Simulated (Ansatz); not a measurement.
## PrSi3 (AuCu3-type structure)

Level of theory: DFT, PBEsol, scalar-relativistic, collinear spin; plane waves to 420 eV with PAW datasets (Ansatz 0.2.0), Γ-centred 8×8×8 mesh, 0.05 eV Gaussian smearing; PAW files: Ansatz's generated set soft_2.

```cif
data_structure
_symmetry_space_group_name_H-M 'P 1'
_symmetry_Int_Tables_number 1
_cell_length_a 4.0610
_cell_length_b 4.0610
_cell_length_c 4.0610
_cell_angle_alpha 90.000
_cell_angle_beta 90.000
_cell_angle_gamma 90.000
_cell_volume 66.98
loop_
_atom_site_label
_atom_site_type_symbol
_atom_site_fract_x
_atom_site_fract_y
_atom_site_fract_z
_atom_site_occupancy
Pr1 Pr 0.00000 0.00000 0.00000 1
Si1 Si 0.00000 0.50000 0.50000 1
Si2 Si 0.50000 0.50000 0.00000 1
Si3 Si 0.50000 0.00000 0.50000 1
```

The cell came from substitution into a structure type; whether the compound takes it is for experiment to say.

Magnetic state: ferromagnetic, site spin moments Pr 1.24 μB.

Path: Γ–X–M–Γ–R–X | R–M, with Γ = (0.000, 0.000, 0.000), X = (0.000, 0.500, 0.000), M = (0.500, 0.500, 0.000), R = (0.500, 0.500, 0.500) in reciprocal vectors of the calculation's cell.

Problem. Is it a metal or an insulator, and if it has a gap, where are the band edges on this path?

Solution. A metal: bands cross the Fermi level.

Bands as a text map, energy in eV from the Fermi level (dashes), each leg drawn with the same width, + spin up, o spin down, # both:
```
  5.57 |  ##     o+# +  #  o  # #### +#       #o     
  5.14 |   #     +  #    o### #  oo    o  #    #     
  4.71 | #o # o## #      + +   # ++ oo##   #oo#+     
  4.29 |  +###+    # # ##   #   ####++#+#   ++#oo    
  3.86 |o## # #####   o  ## +oo#o#o+o## ####oo#+##ooo
  3.43 |++ # #  #   o###  ## ++o+ + +  #++o ++   ####
  3.00 | oo     ooo#+oo # #o# #+#      #o##       #oo
  2.57 | ++   # +#+ o#+oo#o##    o      +o       # ++
  2.14 |##ooo#### #o#+ ###+  # # +      o+##         
  1.71 |oo###o##ooo##oo##ooo#o#oo       +o##      #oo
  1.29 |######o#########o#oo###o#ooooooooo##ooooooo##
  0.86 |#ooo######oooooooo####o# oooooooo+##ooooooooo
  0.43 |+++++++++##+##+#+#++++####++++++###++++++###+
  0.00 |ooo---ooo++#######oooo--#+++++++##+o+++++++##
 -0.43 |++oooo###  o####+++#++#+#       ++o#      ++#
 -0.86 |  +#+#+++#####o#  ##+ +o          #+        o
 -1.29 |   +o    +#+  + o ++   +        ##+        #+
 -1.71 |    #     +#o   ##o#     #                   
 -2.14 |   # #   #  +###+#+    #o   oo## #  ooooo####
 -2.57 | o#   o     #+ #    # # +###+##o  # +##++ #  
 -3.00 |####  +### #    ######    #+  o+####  +      
 -3.43 |    #######        #  #       +#####   # #   
 -3.86 |      o#   #    #              #   #    #    
 -4.29 |     #+ #   #          #                ##   
 -4.71 |    #        # #        ###   #   #       #  
 -5.14 |  ##     #    #                        #   ##
 -5.57 |##        #        ####    # #   #    #      
 -6.00 |  #        o      o#   #    #       ##       
        Γ      X      M      Γ      R      XR       M
```

Without a U the open 4f shell is pinned at the Fermi level, an artefact: in the real crystal it splits into occupied and empty levels away from it, and its large orbital moment is missing here. For elements this heavy, spin–orbit coupling would shift levels and gaps; it isn't included here. The run wasn't fully tested for a lower electronic state. Site moments are of spin, integrated over atomic spheres. The run holds 0.7 f electrons more on Pr than the trivalent ion has, so it is between trivalent and divalent here. In such compounds it is trivalent as a rule, so this state is likely an artefact, and the extra f charge swells the ion. Only parallel moments were tried, so the real magnetic order may be another.

The state of the open shells isn't shown to be the lowest, and forces and pressures are less sure for it.
